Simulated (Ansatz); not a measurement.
# Band table of In2Au

```
In Au
1.0
     0.00000    3.25100    3.25100
     3.25100    0.00000    3.25100
     3.25100    3.25100    0.00000
In Au
2 1
Direct
  0.25000 0.25000 0.25000
  0.75000 0.75000 0.75000
  0.00000 0.00000 0.00000
```

Atom numbers follow the list: In1, In2, Au3.

The cell is COD entry 9009001, as deposited and not checked against the literature; nothing was relaxed.

No spin–orbit coupling, which matters for the heavy atoms here.

Computed with Ansatz 0.2.0, DFT, LDA, all-electron LAPW, scalar-relativistic.

Settings: a Γ-centred 10×10×10 k mesh, Fermi–Dirac smearing of 0.05 eV, basis error target 0.5 meV/atom, no spin polarisation.

Path points, in fractions of the reciprocal vectors: Γ (0.000, 0.000, 0.000), X (0.500, 0.000, 0.500), U (0.625, 0.250, 0.625), K (0.375, 0.375, 0.750), L (0.500, 0.500, 0.500), W (0.500, 0.250, 0.750). Levels in eV from the Fermi level; bands 25 to 49, counted from the lowest band of the run. The gap is zero.

```
# k(1/Å) point b25 b26 b27 b28 b29 b30 b31 b32 b33 b34 b35 b36 b37 b38 b39 b40 b41 b42 b43 b44 b45 b46 b47 b48 b49
0.000 Γ -14.80 -14.80 -14.65 -14.65 -14.65 -14.36 -14.36 -14.36 -14.16 -14.16 -10.05 -5.62 -5.62 -5.62 -4.74 -4.74 0.15 3.11 3.11 3.11 3.78 3.78 3.78 4.12 5.60
0.069 - -14.80 -14.80 -14.65 -14.64 -14.64 -14.37 -14.37 -14.36 -14.16 -14.16 -10.03 -5.64 -5.62 -5.62 -4.75 -4.74 0.14 2.79 2.79 3.19 3.32 4.09 4.09 4.51 5.51
0.138 - -14.80 -14.78 -14.65 -14.64 -14.64 -14.37 -14.37 -14.36 -14.18 -14.16 -9.97 -5.68 -5.60 -5.60 -4.76 -4.74 0.09 2.27 2.27 2.69 3.40 4.58 4.58 4.72 5.55
0.207 - -14.80 -14.76 -14.66 -14.63 -14.63 -14.38 -14.38 -14.36 -14.21 -14.16 -9.86 -5.74 -5.58 -5.58 -4.78 -4.74 0.03 1.74 1.74 2.02 3.74 4.45 5.02 5.02 6.02
0.276 - -14.79 -14.73 -14.66 -14.62 -14.62 -14.38 -14.38 -14.36 -14.24 -14.16 -9.72 -5.82 -5.54 -5.54 -4.81 -4.75 -0.03 1.23 1.23 1.32 4.08 4.18 5.39 5.39 6.61
0.345 - -14.79 -14.70 -14.67 -14.61 -14.61 -14.40 -14.40 -14.36 -14.28 -14.16 -9.53 -5.91 -5.49 -5.49 -4.85 -4.75 -0.09 0.59 0.73 0.73 3.72 4.71 5.72 5.72 7.18
0.414 - -14.78 -14.68 -14.66 -14.59 -14.59 -14.41 -14.41 -14.36 -14.33 -14.16 -9.31 -6.01 -5.43 -5.43 -4.90 -4.75 -0.15 -0.15 0.26 0.26 3.42 5.31 6.06 6.06 7.79
0.483 - -14.77 -14.69 -14.62 -14.58 -14.58 -14.42 -14.42 -14.39 -14.34 -14.16 -9.04 -6.10 -5.37 -5.37 -4.95 -4.76 -0.88 -0.19 -0.18 -0.18 3.17 5.96 6.43 6.43 8.37
0.552 - -14.77 -14.70 -14.58 -14.56 -14.56 -14.44 -14.43 -14.43 -14.34 -14.16 -8.74 -6.19 -5.29 -5.29 -5.01 -4.76 -1.60 -0.58 -0.58 -0.22 2.96 6.66 6.81 6.81 8.85
0.621 - -14.76 -14.71 -14.54 -14.54 -14.54 -14.48 -14.44 -14.44 -14.34 -14.16 -8.39 -6.27 -5.21 -5.21 -5.08 -4.76 -2.28 -0.94 -0.94 -0.25 2.80 7.23 7.23 7.38 9.26
0.690 - -14.76 -14.72 -14.53 -14.53 -14.53 -14.51 -14.45 -14.45 -14.34 -14.17 -8.01 -6.34 -5.17 -5.13 -5.13 -4.77 -2.92 -1.26 -1.26 -0.27 2.67 7.66 7.66 8.10 9.62
0.759 - -14.75 -14.73 -14.56 -14.52 -14.52 -14.48 -14.46 -14.46 -14.33 -14.17 -7.60 -6.40 -5.31 -5.05 -5.05 -4.77 -3.47 -1.52 -1.52 -0.28 2.58 8.10 8.10 8.78 9.97
0.828 - -14.75 -14.74 -14.59 -14.51 -14.51 -14.47 -14.47 -14.46 -14.33 -14.17 -7.16 -6.44 -5.52 -4.98 -4.98 -4.77 -3.89 -1.71 -1.71 -0.29 2.51 8.51 8.51 9.38 10.32
0.897 - -14.75 -14.74 -14.60 -14.50 -14.50 -14.47 -14.47 -14.45 -14.33 -14.17 -6.71 -6.47 -5.84 -4.94 -4.94 -4.77 -4.15 -1.84 -1.84 -0.30 2.48 8.84 8.84 9.81 10.65
0.966 X -14.75 -14.74 -14.61 -14.50 -14.50 -14.47 -14.47 -14.44 -14.33 -14.17 -6.48 -6.32 -6.19 -4.92 -4.92 -4.77 -4.23 -1.88 -1.88 -0.30 2.46 8.97 8.97 9.97 10.75
0.991 - -14.75 -14.74 -14.61 -14.50 -14.50 -14.48 -14.48 -14.44 -14.33 -14.17 -6.48 -6.32 -6.19 -4.92 -4.92 -4.77 -4.23 -1.91 -1.88 -0.27 2.47 8.94 8.94 9.97 10.70
1.015 - -14.75 -14.74 -14.61 -14.50 -14.50 -14.48 -14.48 -14.44 -14.33 -14.17 -6.48 -6.32 -6.18 -4.92 -4.91 -4.78 -4.24 -1.97 -1.86 -0.21 2.50 8.85 8.86 9.98 10.48
1.040 - -14.74 -14.74 -14.61 -14.50 -14.50 -14.48 -14.48 -14.44 -14.33 -14.17 -6.48 -6.32 -6.17 -4.93 -4.89 -4.78 -4.25 -2.08 -1.84 -0.11 2.55 8.73 8.74 9.98 10.25
1.064 - -14.74 -14.73 -14.61 -14.50 -14.50 -14.48 -14.48 -14.44 -14.33 -14.18 -6.48 -6.33 -6.16 -4.93 -4.87 -4.78 -4.27 -2.20 -1.81 0.00 2.62 8.58 8.59 9.98 10.01
1.088 - -14.74 -14.73 -14.61 -14.50 -14.50 -14.48 -14.48 -14.44 -14.34 -14.18 -6.49 -6.34 -6.13 -4.93 -4.84 -4.79 -4.30 -2.34 -1.78 0.13 2.71 8.41 8.41 9.78 9.97
1.113 - -14.73 -14.73 -14.61 -14.50 -14.50 -14.49 -14.48 -14.43 -14.34 -14.19 -6.49 -6.35 -6.10 -4.94 -4.80 -4.80 -4.33 -2.48 -1.73 0.26 2.83 8.23 8.23 9.55 9.95
1.137 - -14.73 -14.72 -14.61 -14.50 -14.49 -14.49 -14.48 -14.43 -14.34 -14.19 -6.50 -6.35 -6.07 -4.94 -4.81 -4.76 -4.36 -2.62 -1.68 0.38 2.96 8.03 8.04 9.32 9.92
1.162 - -14.72 -14.72 -14.61 -14.50 -14.49 -14.49 -14.48 -14.43 -14.35 -14.20 -6.52 -6.36 -6.03 -4.94 -4.82 -4.71 -4.41 -2.75 -1.62 0.50 3.12 7.83 7.86 9.10 9.88
1.186 - -14.72 -14.71 -14.62 -14.50 -14.49 -14.49 -14.49 -14.42 -14.35 -14.21 -6.54 -6.37 -5.98 -4.95 -4.83 -4.66 -4.45 -2.88 -1.55 0.61 3.30 7.62 7.67 8.89 9.83
1.210 - -14.71 -14.71 -14.62 -14.50 -14.49 -14.49 -14.49 -14.42 -14.35 -14.22 -6.57 -6.38 -5.93 -4.96 -4.84 -4.60 -4.51 -2.99 -1.48 0.71 3.50 7.41 7.48 8.68 9.77
1.235 - -14.70 -14.70 -14.62 -14.51 -14.49 -14.49 -14.48 -14.41 -14.36 -14.23 -6.60 -6.39 -5.88 -4.96 -4.85 -4.57 -4.53 -3.10 -1.40 0.80 3.71 7.20 7.29 8.47 9.70
1.259 - -14.69 -14.69 -14.62 -14.51 -14.50 -14.49 -14.48 -14.41 -14.36 -14.24 -6.64 -6.40 -5.82 -4.97 -4.86 -4.63 -4.46 -3.19 -1.32 0.89 3.94 6.99 7.11 8.28 9.62
1.284 - -14.68 -14.68 -14.63 -14.52 -14.50 -14.48 -14.48 -14.40 -14.37 -14.26 -6.68 -6.41 -5.75 -4.98 -4.87 -4.69 -4.39 -3.27 -1.23 0.97 4.18 6.79 6.93 8.09 9.44
1.308 U -14.67 -14.67 -14.63 -14.53 -14.50 -14.48 -14.47 -14.40 -14.38 -14.27 -6.74 -6.41 -5.69 -4.99 -4.88 -4.75 -4.31 -3.34 -1.13 1.05 4.44 6.58 6.75 7.91 9.27
1.350 - -14.67 -14.67 -14.63 -14.53 -14.50 -14.48 -14.47 -14.39 -14.38 -14.28 -6.77 -6.42 -5.65 -4.99 -4.90 -4.76 -4.27 -3.37 -1.12 1.15 4.57 6.21 6.91 7.75 9.28
1.393 - -14.66 -14.66 -14.63 -14.54 -14.50 -14.48 -14.47 -14.39 -14.38 -14.29 -6.80 -6.43 -5.60 -5.00 -4.95 -4.74 -4.23 -3.38 -1.19 1.37 4.72 5.75 7.13 7.50 9.25
1.435 - -14.66 -14.66 -14.63 -14.55 -14.50 -14.48 -14.46 -14.39 -14.38 -14.30 -6.82 -6.44 -5.54 -5.03 -4.98 -4.71 -4.20 -3.38 -1.31 1.68 4.88 5.28 7.16 7.39 9.13
1.477 - -14.65 -14.65 -14.63 -14.56 -14.50 -14.48 -14.46 -14.39 -14.37 -14.31 -6.85 -6.45 -5.48 -5.09 -4.99 -4.68 -4.18 -3.37 -1.43 2.05 4.78 5.08 6.89 7.56 8.99
1.519 - -14.65 -14.64 -14.63 -14.57 -14.49 -14.49 -14.45 -14.39 -14.36 -14.32 -6.87 -6.46 -5.42 -5.15 -4.99 -4.66 -4.16 -3.35 -1.54 2.46 4.31 5.25 6.64 7.73 8.85
1.562 - -14.65 -14.64 -14.63 -14.57 -14.49 -14.49 -14.45 -14.40 -14.35 -14.33 -6.88 -6.46 -5.37 -5.20 -4.99 -4.65 -4.16 -3.33 -1.61 2.89 3.83 5.39 6.44 7.86 8.74
1.604 - -14.64 -14.64 -14.63 -14.57 -14.49 -14.49 -14.45 -14.40 -14.34 -14.34 -6.88 -6.46 -5.34 -5.23 -4.99 -4.64 -4.15 -3.33 -1.64 3.28 3.44 5.45 6.36 7.91 8.69
1.646 - -14.65 -14.64 -14.63 -14.57 -14.49 -14.49 -14.45 -14.40 -14.35 -14.33 -6.88 -6.46 -5.37 -5.20 -4.99 -4.65 -4.16 -3.33 -1.61 2.89 3.83 5.39 6.44 7.86 8.74
1.688 - -14.65 -14.64 -14.63 -14.57 -14.49 -14.49 -14.45 -14.39 -14.36 -14.32 -6.87 -6.46 -5.42 -5.15 -4.99 -4.66 -4.16 -3.35 -1.54 2.46 4.31 5.25 6.64 7.73 8.85
1.731 - -14.65 -14.65 -14.63 -14.56 -14.50 -14.48 -14.46 -14.39 -14.37 -14.31 -6.85 -6.45 -5.48 -5.09 -4.99 -4.68 -4.18 -3.37 -1.43 2.05 4.78 5.08 6.89 7.56 8.99
1.773 - -14.66 -14.66 -14.63 -14.55 -14.50 -14.48 -14.46 -14.39 -14.38 -14.30 -6.82 -6.44 -5.54 -5.03 -4.98 -4.71 -4.20 -3.38 -1.31 1.68 4.88 5.28 7.16 7.39 9.13
1.815 - -14.66 -14.66 -14.63 -14.54 -14.50 -14.48 -14.47 -14.39 -14.38 -14.29 -6.80 -6.43 -5.60 -5.00 -4.95 -4.74 -4.23 -3.38 -1.19 1.37 4.72 5.75 7.13 7.50 9.25
1.857 - -14.67 -14.67 -14.63 -14.53 -14.50 -14.48 -14.47 -14.39 -14.38 -14.28 -6.77 -6.42 -5.65 -4.99 -4.90 -4.76 -4.27 -3.37 -1.12 1.15 4.57 6.21 6.91 7.75 9.28
1.900 K -14.67 -14.67 -14.63 -14.53 -14.50 -14.48 -14.47 -14.40 -14.38 -14.27 -6.74 -6.41 -5.69 -4.99 -4.88 -4.75 -4.31 -3.34 -1.13 1.05 4.44 6.58 6.75 7.91 9.27
1.973 - -14.65 -14.64 -14.63 -14.54 -14.51 -14.47 -14.46 -14.40 -14.38 -14.31 -6.95 -6.43 -5.49 -5.02 -4.91 -4.90 -4.05 -3.48 -0.81 1.26 5.21 5.98 6.23 7.45 8.76
2.046 - -14.65 -14.62 -14.60 -14.56 -14.53 -14.46 -14.46 -14.41 -14.36 -14.35 -7.23 -6.42 -5.37 -5.06 -4.94 -4.92 -3.75 -3.51 -0.45 1.47 5.40 5.75 5.83 7.27 8.27
2.119 - -14.66 -14.61 -14.56 -14.56 -14.54 -14.46 -14.45 -14.42 -14.41 -14.33 -7.57 -6.40 -5.36 -5.11 -4.93 -4.86 -3.42 -3.41 -0.05 1.68 4.84 5.31 5.91 7.72 7.81
2.193 - -14.68 -14.62 -14.56 -14.53 -14.51 -14.48 -14.47 -14.44 -14.41 -14.31 -7.93 -6.37 -5.38 -5.16 -4.93 -4.77 -3.16 -3.05 0.37 1.91 4.32 4.91 5.66 7.37 7.80
2.266 - -14.69 -14.63 -14.57 -14.52 -14.51 -14.51 -14.47 -14.42 -14.40 -14.28 -8.29 -6.31 -5.40 -5.22 -4.92 -4.74 -2.78 -2.66 0.82 2.16 3.84 4.55 5.37 6.96 7.35
2.339 - -14.71 -14.64 -14.58 -14.57 -14.53 -14.48 -14.43 -14.39 -14.39 -14.26 -8.63 -6.24 -5.42 -5.28 -4.90 -4.74 -2.28 -2.23 1.28 2.42 3.39 4.23 5.11 6.59 6.93
2.412 - -14.73 -14.64 -14.62 -14.60 -14.56 -14.45 -14.41 -14.38 -14.35 -14.24 -8.95 -6.16 -5.45 -5.34 -4.88 -4.75 -1.79 -1.71 1.75 2.71 2.99 3.96 4.89 6.27 6.53
2.485 - -14.74 -14.66 -14.65 -14.61 -14.58 -14.43 -14.40 -14.38 -14.31 -14.22 -9.23 -6.06 -5.47 -5.40 -4.85 -4.76 -1.33 -1.07 2.21 2.64 2.99 3.73 4.73 5.99 6.17
2.559 - -14.76 -14.70 -14.65 -14.62 -14.60 -14.41 -14.39 -14.37 -14.27 -14.20 -9.48 -5.96 -5.51 -5.46 -4.82 -4.76 -0.88 -0.38 2.38 2.65 3.25 3.53 4.65 5.77 5.83
2.632 - -14.77 -14.74 -14.65 -14.63 -14.62 -14.39 -14.38 -14.37 -14.23 -14.19 -9.68 -5.85 -5.54 -5.52 -4.80 -4.76 -0.47 0.35 2.22 3.05 3.38 3.45 4.69 5.51 5.62
2.705 - -14.79 -14.77 -14.65 -14.64 -14.63 -14.38 -14.37 -14.37 -14.20 -14.17 -9.84 -5.76 -5.57 -5.56 -4.77 -4.75 -0.15 1.12 2.23 3.26 3.38 3.56 4.84 5.15 5.55
2.778 - -14.79 -14.79 -14.65 -14.64 -14.64 -14.37 -14.37 -14.36 -14.18 -14.17 -9.96 -5.69 -5.60 -5.59 -4.76 -4.75 0.05 1.91 2.44 3.18 3.61 3.61 4.68 4.97 5.55
2.852 - -14.80 -14.80 -14.65 -14.65 -14.64 -14.37 -14.36 -14.36 -14.16 -14.16 -10.02 -5.64 -5.62 -5.62 -4.75 -4.74 0.13 2.68 2.82 3.13 3.64 3.74 4.14 4.64 5.58
2.925 Γ -14.80 -14.80 -14.65 -14.65 -14.65 -14.36 -14.36 -14.36 -14.16 -14.16 -10.05 -5.62 -5.62 -5.62 -4.74 -4.74 0.15 3.11 3.11 3.11 3.78 3.78 3.78 4.12 5.60
2.985 - -14.80 -14.80 -14.65 -14.65 -14.65 -14.36 -14.36 -14.36 -14.16 -14.16 -10.03 -5.63 -5.62 -5.62 -4.74 -4.74 0.14 2.77 3.01 3.01 3.72 3.86 3.86 4.55 5.60
3.044 - -14.79 -14.79 -14.65 -14.64 -14.64 -14.37 -14.37 -14.36 -14.17 -14.17 -9.99 -5.67 -5.60 -5.60 -4.75 -4.75 0.08 2.20 2.80 2.80 3.74 4.03 4.03 5.02 5.63
3.104 - -14.78 -14.78 -14.65 -14.64 -14.64 -14.37 -14.37 -14.37 -14.18 -14.18 -9.91 -5.72 -5.58 -5.58 -4.76 -4.76 -0.08 1.71 2.56 2.56 3.80 4.17 4.17 5.07 5.70
3.164 - -14.77 -14.77 -14.65 -14.63 -14.63 -14.38 -14.38 -14.37 -14.19 -14.19 -9.80 -5.79 -5.56 -5.56 -4.77 -4.77 -0.40 1.40 2.32 2.32 3.85 4.24 4.24 5.02 5.85
3.224 - -14.75 -14.75 -14.64 -14.62 -14.62 -14.38 -14.38 -14.37 -14.21 -14.21 -9.67 -5.87 -5.52 -5.52 -4.78 -4.78 -0.88 1.28 2.08 2.08 3.84 4.23 4.23 5.04 6.09
3.283 - -14.73 -14.73 -14.64 -14.61 -14.61 -14.39 -14.39 -14.38 -14.23 -14.23 -9.50 -5.96 -5.49 -5.49 -4.79 -4.79 -1.44 1.26 1.86 1.86 3.75 4.18 4.18 5.20 6.40
3.343 - -14.71 -14.71 -14.64 -14.60 -14.60 -14.40 -14.40 -14.39 -14.26 -14.26 -9.32 -6.05 -5.46 -5.46 -4.79 -4.79 -2.01 1.30 1.65 1.65 3.60 4.09 4.09 5.49 6.75
3.403 - -14.68 -14.68 -14.63 -14.59 -14.59 -14.41 -14.41 -14.40 -14.29 -14.29 -9.11 -6.13 -5.42 -5.42 -4.79 -4.79 -2.58 1.36 1.46 1.46 3.43 4.00 4.00 5.87 7.14
3.463 - -14.66 -14.66 -14.62 -14.58 -14.58 -14.43 -14.43 -14.42 -14.32 -14.32 -8.88 -6.21 -5.40 -5.40 -4.79 -4.79 -3.11 1.29 1.29 1.43 3.26 3.90 3.90 6.32 7.54
3.523 - -14.63 -14.63 -14.61 -14.56 -14.56 -14.44 -14.44 -14.43 -14.35 -14.35 -8.64 -6.29 -5.38 -5.38 -4.78 -4.78 -3.60 1.15 1.15 1.51 3.10 3.82 3.82 6.84 7.95
3.582 - -14.60 -14.59 -14.59 -14.55 -14.55 -14.45 -14.45 -14.45 -14.38 -14.38 -8.41 -6.36 -5.36 -5.36 -4.77 -4.77 -4.02 1.03 1.03 1.58 2.96 3.76 3.76 7.42 8.34
3.642 - -14.58 -14.56 -14.56 -14.53 -14.53 -14.47 -14.47 -14.46 -14.41 -14.41 -8.21 -6.42 -5.35 -5.35 -4.76 -4.76 -4.36 0.95 0.95 1.64 2.85 3.71 3.71 8.04 8.70
3.702 - -14.57 -14.53 -14.53 -14.52 -14.52 -14.48 -14.48 -14.47 -14.45 -14.45 -8.06 -6.46 -5.35 -5.35 -4.76 -4.76 -4.58 0.89 0.89 1.68 2.77 3.68 3.68 8.70 8.97
3.762 L -14.57 -14.51 -14.51 -14.51 -14.51 -14.49 -14.49 -14.48 -14.47 -14.47 -8.00 -6.47 -5.35 -5.35 -4.75 -4.75 -4.65 0.88 0.88 1.69 2.75 3.67 3.67 9.07 9.07
3.810 - -14.57 -14.52 -14.51 -14.51 -14.51 -14.49 -14.49 -14.48 -14.46 -14.46 -7.99 -6.47 -5.35 -5.34 -4.76 -4.75 -4.65 0.64 0.84 1.90 2.67 3.71 3.80 8.78 9.06
3.859 - -14.57 -14.53 -14.53 -14.52 -14.51 -14.49 -14.48 -14.47 -14.45 -14.45 -7.96 -6.47 -5.35 -5.33 -4.76 -4.74 -4.66 0.21 0.72 2.23 2.55 3.87 4.13 8.39 8.96
3.908 - -14.58 -14.55 -14.54 -14.53 -14.51 -14.49 -14.48 -14.46 -14.43 -14.43 -7.90 -6.47 -5.34 -5.32 -4.77 -4.72 -4.67 -0.27 0.52 2.47 2.52 4.16 4.53 8.00 8.73
3.957 - -14.59 -14.56 -14.56 -14.54 -14.51 -14.49 -14.47 -14.45 -14.42 -14.42 -7.82 -6.46 -5.34 -5.29 -4.79 -4.68 -4.68 -0.74 0.27 2.45 2.73 4.56 4.96 7.64 8.43
4.006 - -14.60 -14.58 -14.57 -14.55 -14.51 -14.49 -14.47 -14.44 -14.40 -14.40 -7.72 -6.46 -5.34 -5.26 -4.82 -4.69 -4.64 -1.21 -0.02 2.50 2.88 5.04 5.43 7.30 8.10
4.054 - -14.61 -14.59 -14.59 -14.55 -14.51 -14.49 -14.46 -14.43 -14.39 -14.39 -7.60 -6.46 -5.34 -5.23 -4.86 -4.69 -4.58 -1.66 -0.33 2.59 2.99 5.52 5.90 7.04 7.76
4.103 - -14.62 -14.61 -14.60 -14.56 -14.50 -14.49 -14.46 -14.42 -14.38 -14.37 -7.47 -6.46 -5.34 -5.19 -4.91 -4.69 -4.51 -2.08 -0.65 2.71 3.10 5.88 6.37 6.97 7.43
4.152 - -14.63 -14.62 -14.61 -14.56 -14.50 -14.49 -14.46 -14.41 -14.36 -14.36 -7.31 -6.46 -5.34 -5.15 -4.97 -4.68 -4.42 -2.48 -0.96 2.86 3.20 5.91 6.84 7.10 7.26
4.201 - -14.63 -14.63 -14.62 -14.57 -14.50 -14.49 -14.45 -14.41 -14.35 -14.35 -7.15 -6.46 -5.34 -5.13 -5.02 -4.67 -4.32 -2.85 -1.25 3.02 3.29 5.75 6.79 7.29 7.79
4.250 - -14.64 -14.64 -14.63 -14.57 -14.49 -14.49 -14.45 -14.40 -14.35 -14.34 -6.97 -6.46 -5.34 -5.19 -5.01 -4.65 -4.21 -3.18 -1.52 3.19 3.39 5.55 6.50 7.71 8.39
4.298 - -14.65 -14.65 -14.63 -14.58 -14.49 -14.49 -14.45 -14.40 -14.34 -14.34 -6.80 -6.46 -5.34 -5.28 -4.97 -4.63 -4.10 -3.46 -1.75 3.36 3.48 5.36 6.24 8.09 8.99
4.347 - -14.65 -14.65 -14.64 -14.58 -14.49 -14.49 -14.45 -14.39 -14.33 -14.33 -6.64 -6.47 -5.38 -5.34 -4.94 -4.59 -4.00 -3.69 -1.94 3.50 3.56 5.21 6.03 8.40 9.57
4.396 - -14.65 -14.65 -14.64 -14.58 -14.49 -14.49 -14.45 -14.39 -14.33 -14.33 -6.52 -6.47 -5.47 -5.34 -4.92 -4.55 -3.93 -3.85 -2.06 3.60 3.61 5.11 5.90 8.60 10.07
4.445 W -14.65 -14.65 -14.64 -14.58 -14.49 -14.49 -14.45 -14.39 -14.33 -14.33 -6.47 -6.47 -5.50 -5.34 -4.92 -4.53 -3.91 -3.91 -2.11 3.63 3.63 5.07 5.85 8.68 10.30
4.479 - -14.66 -14.65 -14.65 -14.58 -14.49 -14.49 -14.45 -14.39 -14.35 -14.31 -6.47 -6.46 -5.54 -5.30 -4.92 -4.53 -4.03 -3.77 -2.11 3.25 4.03 4.94 5.99 8.68 10.30
4.514 - -14.67 -14.65 -14.64 -14.57 -14.49 -14.48 -14.45 -14.38 -14.36 -14.30 -6.48 -6.45 -5.62 -5.23 -4.92 -4.52 -4.15 -3.63 -2.10 2.87 4.43 4.68 6.29 8.69 10.29
4.548 - -14.68 -14.66 -14.64 -14.56 -14.49 -14.48 -14.46 -14.38 -14.37 -14.28 -6.48 -6.44 -5.70 -5.15 -4.92 -4.51 -4.27 -3.49 -2.09 2.50 4.39 4.84 6.64 8.70 10.27
4.583 - -14.69 -14.68 -14.63 -14.55 -14.49 -14.48 -14.46 -14.39 -14.37 -14.26 -6.48 -6.43 -5.78 -5.07 -4.92 -4.50 -4.37 -3.33 -2.07 2.15 4.11 5.26 7.01 8.72 10.25
4.617 - -14.70 -14.69 -14.63 -14.53 -14.50 -14.48 -14.47 -14.40 -14.37 -14.25 -6.48 -6.41 -5.85 -5.00 -4.92 -4.48 -4.47 -3.17 -2.06 1.80 3.83 5.68 7.40 8.75 10.22
4.652 - -14.71 -14.70 -14.62 -14.52 -14.50 -14.48 -14.48 -14.41 -14.36 -14.23 -6.48 -6.40 -5.92 -4.94 -4.92 -4.56 -4.45 -3.01 -2.04 1.47 3.57 6.11 7.79 8.78 10.19
4.687 - -14.71 -14.71 -14.62 -14.51 -14.50 -14.48 -14.48 -14.42 -14.35 -14.22 -6.48 -6.39 -5.98 -4.92 -4.89 -4.64 -4.42 -2.84 -2.01 1.15 3.33 6.54 8.20 8.81 10.15
4.721 - -14.72 -14.71 -14.62 -14.50 -14.50 -14.49 -14.48 -14.42 -14.35 -14.20 -6.48 -6.37 -6.04 -4.92 -4.85 -4.71 -4.38 -2.67 -1.99 0.85 3.12 6.97 8.61 8.84 10.12
4.756 - -14.73 -14.72 -14.61 -14.50 -14.50 -14.49 -14.48 -14.43 -14.34 -14.19 -6.48 -6.36 -6.08 -4.92 -4.82 -4.77 -4.34 -2.49 -1.96 0.57 2.93 7.40 8.87 9.02 10.08
4.790 - -14.74 -14.73 -14.61 -14.50 -14.50 -14.49 -14.48 -14.43 -14.34 -14.18 -6.48 -6.34 -6.12 -4.92 -4.83 -4.80 -4.31 -2.32 -1.93 0.30 2.77 7.83 8.90 9.43 10.04
4.825 - -14.74 -14.73 -14.61 -14.50 -14.50 -14.48 -14.48 -14.44 -14.33 -14.18 -6.48 -6.33 -6.15 -4.92 -4.87 -4.79 -4.28 -2.16 -1.91 0.07 2.64 8.23 8.93 9.84 10.01
4.859 - -14.74 -14.74 -14.61 -14.50 -14.50 -14.48 -14.48 -14.44 -14.33 -14.17 -6.48 -6.32 -6.17 -4.92 -4.90 -4.78 -4.25 -2.02 -1.90 -0.12 2.54 8.59 8.95 9.99 10.24
4.894 - -14.75 -14.74 -14.61 -14.50 -14.50 -14.48 -14.47 -14.44 -14.33 -14.17 -6.48 -6.32 -6.19 -4.92 -4.92 -4.77 -4.24 -1.92 -1.88 -0.25 2.48 8.86 8.96 9.97 10.60
4.928 X -14.75 -14.74 -14.61 -14.50 -14.50 -14.47 -14.47 -14.44 -14.33 -14.17 -6.48 -6.32 -6.19 -4.92 -4.92 -4.77 -4.23 -1.88 -1.88 -0.30 2.46 8.97 8.97 9.97 10.75
```
